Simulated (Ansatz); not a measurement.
LuAs in the zincblende structure, relaxed with r2SCAN, was run in the plane-wave code Ansatz under altered settings. All numbers are computed, without spin polarisation but where a row says otherwise.

```xyz
2
Lattice="0.0000 3.1554 3.1554 3.1554 0.0000 3.1554 3.1554 3.1554 0.0000" Properties=species:S:1:pos:R:3 pbc="T T T"
Lu    0.0000    0.0000    0.0000
As    1.5777    1.5777    1.5777
```

The base run's other keys:
```yaml
kpoints:
  mp_grid: { grid: [6, 6, 6] }
hamiltonian:
  xc: r2scan
scf:
  occupations: { method: fixed }
  n_extra_bands: 4
```

It takes 8 iterations with 1639 plane waves at 500 eV and 16 k points, and leaves a mean stress of -0.03 GPa. The gap over this mesh is 1.982 eV.

Outcomes, with energy and stress as changes against the base:
```tsv
setting	outcome	ΔF (meV/atom)	Δ mean stress (GPa)	gap on the mesh (eV)	iterations
scf.occupations: cold 0.001	converged	0.0	0.00	1.982	8
scf.occupations: methfessel_paxton 0.05	converged	0.0	0.00	1.982	7
basis.ecutrho_ratio: 1	converged, warned	-119	+2.65	1.903	7
basis.ecutwfc: 250	converged, warned	+829	-0.73	2.005	7
scf.mixing.beta: 0.005	converged	0.0	0.00	1.982	15
basis.ecutrho_ratio: 8	converged	0.0	0.00	1.982	8
hamiltonian.pseudopotentials: nc (cutoff then 1250 eV)	converged	–	-0.01	1.984	8
basis.ecutwfc: 40	converged, warned	+2451983	-5402.26	none	8
hamiltonian.pseudopotentials: ultrasoft	refused	–	–	–	–
scf.mixing.ndim: 1	converged	0.0	0.00	1.982	23
scf.occupations: gaussian 1.5	converged	-90	+0.16	2.071	7
hamiltonian.xc: scan	refused	–	–	–	–
```
A dash marks a value that wasn't obtained or can't be compared. Stress is positive in compression.

- basis.ecutrho_ratio: 1. The free energy moves by -119 meV an atom, the mean stress by +2.65 GPa and the gap on the mesh by -0.079 eV (to 1.903). A density grid this coarse aliases the density, so the change is an error. Warned: cutoff below recommended.
- basis.ecutwfc: 250. 537 plane waves in place of 1639. The free energy moves by +829 meV an atom, the mean stress by -0.73 GPa and the gap on the mesh by +0.023 eV (to 2.005). The basis is too small: these are errors of the cutoff. Warned: cutoff below recommended.
- basis.ecutwfc: 40. 27 plane waves in place of 1639. The free energy moves by +2451983 meV an atom and the mean stress by -5402.26 GPa. The basis is too small: these are errors of the cutoff. Warned: band overlap at count, cutoff below recommended, metallic iterate, unresolved pair at count.
- hamiltonian.pseudopotentials: ultrasoft. The input is refused before any iteration. Error: YAML parse error: line 13 column 29: unknown variant `uspp`, expected one of nc, nc_fr, paw, paw_fr, all_electron
- scf.occupations: gaussian 1.5. The free energy moves by -90 meV an atom, the mean stress by +0.16 GPa and the gap on the mesh by +0.089 eV (to 2.071). The term −TS is -358 meV an atom. A width of 1.5 eV moves electrons across a gap of 1.98 eV: this is no longer the ground state.
- hamiltonian.xc: scan. The program doesn't start. Error: YAML parse error: line 12 column 7: hamiltonian.xc: unknown variant `scan`, expected one of […]

Within 1 meV an atom, 0.1 GPa and 0.005 eV of the base stay: scf.occupations: cold 0.001; scf.occupations: methfessel_paxton 0.05; scf.mixing.beta: 0.005; basis.ecutrho_ratio: 8; scf.mixing.ndim: 1.

Spin-orbit coupling is left out.
